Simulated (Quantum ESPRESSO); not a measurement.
## Calculated data, TaCuAgSn2Rh3 (simulated cell)

Computed with Quantum ESPRESSO 7.5. Calculation on a made-up metal alloy cell, not a measurement: no spin or spin-orbit, unrelaxed, 2900 K smearing, stress positive in tension, cell energy less fitted offsets; periodic Kohn-Sham density functional theory in plane waves with PseudoDojo standard norm-conserving scalar-relativistic pseudopotentials, each functional with its own files (v0.5 for PBE, v0.4.1 for LDA and PBEsol), eight atoms on drawn sites of a strained close-packed or body-centred lattice, each displaced and held fixed; the energy is the cell's free energy, ions and the entropy term -TS included, at the stated Fermi-Dirac width, less a fixed offset for each atom's element (shifted free energy); compositions with an open d shell lost a parallel starting moment in a cheaper test run, and other magnetic orders were not tried; an error bar is the largest change of its kind in a tighter rerun, never given below 0.002 eV, 0.02 GPa or 0.003 eV/angstrom, and covers cutoff and k-mesh only, not smearing or the files.

Settings shared by all entries: lattice type face-centred cubic; functional pbe; cutoff 1252 eV; fermi dirac smearing 0.25 eV; electrons removed 0; k mesh 6 x 4 x 4 shifted half a step off Gamma on each axis.

Notes on all entries: the copper pseudopotential is less sure than most, with forces differing by about three percent and pressure by about two GPa from a second method on plain copper; the tin pseudopotential is less sure than most, with forces differing by about three percent from a second method on plain tin; heavy elements are run without spin-orbit coupling, which real alloys of them have; a spin test at this wide smearing found no moment, but such smearing suppresses magnetism that the real alloy may have; lattice, volume and sites are drawn at random and may be unstable or far from any real phase; energies are for the whole cell, less offsets fitted to these runs, so they are not formation energies.

(1) TaCuAgSn2Rh3 (simulated cell)

```cif
# cell vector a (Å): 0.0454 4.2197 -0.0144
# cell vector b (Å): -4.1494 -0.0311 -4.0388
# cell vector c (Å): -4.2538 -0.0598 4.1432
data_TaCuAgSn2Rh3
_symmetry_space_group_name_H-M 'P 1'
_symmetry_Int_Tables_number 1
_cell_length_a 4.2200
_cell_length_b 5.7905
_cell_length_c 5.9384
_cell_angle_alpha 88.469
_cell_angle_beta 91.155
_cell_angle_gamma 90.613
_cell_volume 145.02
loop_
_atom_site_label
_atom_site_type_symbol
_atom_site_fract_x
_atom_site_fract_y
_atom_site_fract_z
_atom_site_occupancy
Rh1 Rh 0.00335 0.99864 0.98947 1
Sn1 Sn 0.99922 0.98233 0.51299 1
Ta1 Ta 0.00642 0.45359 0.00986 1
Ag1 Ag 0.01643 0.50327 0.50105 1
Sn2 Sn 0.53031 0.23658 0.23062 1
Rh2 Rh 0.51133 0.28825 0.76215 1
Cu1 Cu 0.51561 0.75689 0.23348 1
Rh3 Rh 0.48636 0.74219 0.73732 1
```

* run command: pw.x -nk 1 -in in
* run processor: AMD EPYC, Zen 5, virtual cores
* stress xx: ?
* stress zz: ?
* entropy term negative ts: ?

Atoms:
```csv
atoms element,atom site,atom energy offset (eV)
Rh,1,-3191.96
Sn,2,-2144.16
Ta,3,-1771.44
Ag,4,-4218.03
Sn,5,-2144.16
Rh,6,-3191.96
Cu,7,-5159.25
Rh,8,-3191.96
```

Notes: error bars: energy 0.0026 eV, stress 0.063 GPa, force 0.011 eV/Å, from a tighter rerun of a related cell, whose elements or sites may differ; 17 SCF iterations, 2149 s of wall time on a shared machine.

(2) TaCuAgSn2Rh3 (simulated cell)

```cif
# cell vector a (Å): 0.0454 4.2197 -0.0144
# cell vector b (Å): -4.1494 -0.0311 -4.0388
# cell vector c (Å): -4.2538 -0.0598 4.1432
data_TaCuAgSn2Rh3
_symmetry_space_group_name_H-M 'P 1'
_symmetry_Int_Tables_number 1
_cell_length_a 4.2200
_cell_length_b 5.7905
_cell_length_c 5.9384
_cell_angle_alpha 88.469
_cell_angle_beta 91.155
_cell_angle_gamma 90.613
_cell_volume 145.02
loop_
_atom_site_label
_atom_site_type_symbol
_atom_site_fract_x
_atom_site_fract_y
_atom_site_fract_z
_atom_site_occupancy
Rh1 Rh 0.00335 0.99864 0.98947 1
Sn1 Sn 0.99922 0.98233 0.51299 1
Rh2 Rh 0.00642 0.45359 0.00986 1
Ag1 Ag 0.01643 0.50327 0.50105 1
Sn2 Sn 0.53031 0.23658 0.23062 1
Ta1 Ta 0.51133 0.28825 0.76215 1
Cu1 Cu 0.51561 0.75689 0.23348 1
Rh3 Rh 0.48636 0.74219 0.73732 1
```

- run command: mpirun -np 4 pw.x -nk 4 -in in
- run processor: Intel Xeon, 2023 or later, virtual cores
- entropy term negative ts: ?
- shifted free energy: ?
- stress xx: ?

Atoms:
```csv
atoms element,atom site,atom energy offset (eV)
Rh,1,-3191.96
Sn,2,-2144.16
Rh,3,-3191.96
Ag,4,-4218.03
Sn,5,-2144.16
Ta,6,-1771.44
Cu,7,-5159.25
Rh,8,-3191.96
```

Notes: error bars: energy 0.0026 eV, stress 0.063 GPa, force 0.011 eV/Å, from a tighter rerun of a related cell, whose elements or sites may differ; 18 SCF iterations, 241 s of wall time on a shared machine.

(3) TaCuAgSn2Rh3 (simulated cell)

```cif
# cell vector a (Å): 0.0454 4.2197 -0.0144
# cell vector b (Å): -4.1494 -0.0311 -4.0388
# cell vector c (Å): -4.2538 -0.0598 4.1432
data_TaCuAgSn2Rh3
_symmetry_space_group_name_H-M 'P 1'
_symmetry_Int_Tables_number 1
_cell_length_a 4.2200
_cell_length_b 5.7905
_cell_length_c 5.9384
_cell_angle_alpha 88.469
_cell_angle_beta 91.155
_cell_angle_gamma 90.613
_cell_volume 145.02
loop_
_atom_site_label
_atom_site_type_symbol
_atom_site_fract_x
_atom_site_fract_y
_atom_site_fract_z
_atom_site_occupancy
Rh1 Rh 0.00335 0.99864 0.98947 1
Sn1 Sn 0.99922 0.98233 0.51299 1
Rh2 Rh 0.00642 0.45359 0.00986 1
Ag1 Ag 0.01643 0.50327 0.50105 1
Sn2 Sn 0.53031 0.23658 0.23062 1
Rh3 Rh 0.51133 0.28825 0.76215 1
Cu1 Cu 0.51561 0.75689 0.23348 1
Ta1 Ta 0.48636 0.74219 0.73732 1
```

- run command: mpirun -np 4 pw.x -nk 4 -in in
- run processor: Intel Xeon, 2023 or later, virtual cores
- pressure: ?
- stress yz: ?
- shifted free energy: ?
- stress xy: ?

Atoms:
```csv
atoms element,atom site,atom energy offset (eV)
Rh,1,-3191.96
Sn,2,-2144.16
Rh,3,-3191.96
Ag,4,-4218.03
Sn,5,-2144.16
Rh,6,-3191.96
Cu,7,-5159.25
Ta,8,-1771.44
```

Notes: error bars: energy 0.0026 eV, stress 0.063 GPa, force 0.011 eV/Å, from a tighter rerun of this cell; 17 SCF iterations, 232 s of wall time on a shared machine.

## Withheld values
1. Estimate the stress xx of TaCuAgSn2Rh3 (simulated cell) (entry 1).
2. What stress zz does the calculation give for TaCuAgSn2Rh3 (simulated cell) (entry 1)?
3. TaCuAgSn2Rh3 (simulated cell) (entry 1): entropy term negative ts?
4. Estimate the entropy term negative ts of TaCuAgSn2Rh3 (simulated cell) (entry 2).
5. Estimate the shifted free energy of TaCuAgSn2Rh3 (simulated cell) (entry 2).
6. Give the missing stress xx for TaCuAgSn2Rh3 (simulated cell) (entry 2).
7. Give the table of forces values for TaCuAgSn2Rh3 (simulated cell) (entry 2).
8. What pressure does the calculation give for TaCuAgSn2Rh3 (simulated cell) (entry 3)?
9. Estimate the stress yz of TaCuAgSn2Rh3 (simulated cell) (entry 3).
10. TaCuAgSn2Rh3 (simulated cell) (entry 3): shifted free energy?
11. Estimate the stress xy of TaCuAgSn2Rh3 (simulated cell) (entry 3).
12. Give the table of forces values for TaCuAgSn2Rh3 (simulated cell) (entry 3).

Answers
1. 7.56 GPa
2. 2.91 GPa
3. -1.395 eV
4. -1.284 eV
5. -0.172 eV
6. 6.49 GPa
7. 
Forces:
```csv
site,x (eV/Å),y (eV/Å),z (eV/Å)
1,0.841,0.119,0.601
2,-0.037,0.214,1.037
3,-0.328,0.244,-2.269
4,0.041,-0.291,-0.217
5,-0.556,-0.681,0.036
6,0.057,0,0.197
7,0.451,-0.04,-0.112
8,-0.47,0.434,0.725
```
8. -6.34 GPa
9. -0.75 GPa
10. 0.308 eV
11. 1.3 GPa
12. 
Forces:
```csv
site,x (eV/Å),y (eV/Å),z (eV/Å)
1,1.156,0.15,0.619
2,-0.482,-0.005,-0.42
3,-0.882,0.518,-1.772
4,0.458,-0.335,0.181
5,-0.024,-0.741,-0.915
6,0.682,-0.213,-0.141
7,0.439,-0.085,-0.118
8,-1.346,0.711,2.567
```

Further results for TaCuAgSn2Rh3 (simulated cell) (entry 1):

- pressure: -5.6 GPa
- stress yy: 6.33 GPa
- stress yz: 0.09877 GPa
- stress xz: -1.74 GPa
- stress xy: 0.47 GPa
- shifted free energy: 0.256 eV

Forces:
```csv
site,x (eV/Å),y (eV/Å),z (eV/Å)
1,-0.045,0.167,0.298
2,-0.439,0.216,1.033
3,0.81,0.678,-3.218
4,0.068,-0.231,0.049
5,0.047,-1.038,0.751
6,0.339,0.013,0.924
7,0.476,-0.065,-0.142
8,-1.256,0.26,0.305
```

Further results for TaCuAgSn2Rh3 (simulated cell) (entry 2):

* pressure: -6.49 GPa
* stress yy: 9.61 GPa
* stress zz: 3.38 GPa
* stress yz: -0.52 GPa
* stress xz: -1.76 GPa
* stress xy: 0.78 GPa

Further results for TaCuAgSn2Rh3 (simulated cell) (entry 3):

- entropy term negative ts: -1.381 eV
- stress xx: 7.73 GPa
- stress yy: 6.41 GPa
- stress zz: 4.87 GPa
- stress xz: -1.68 GPa
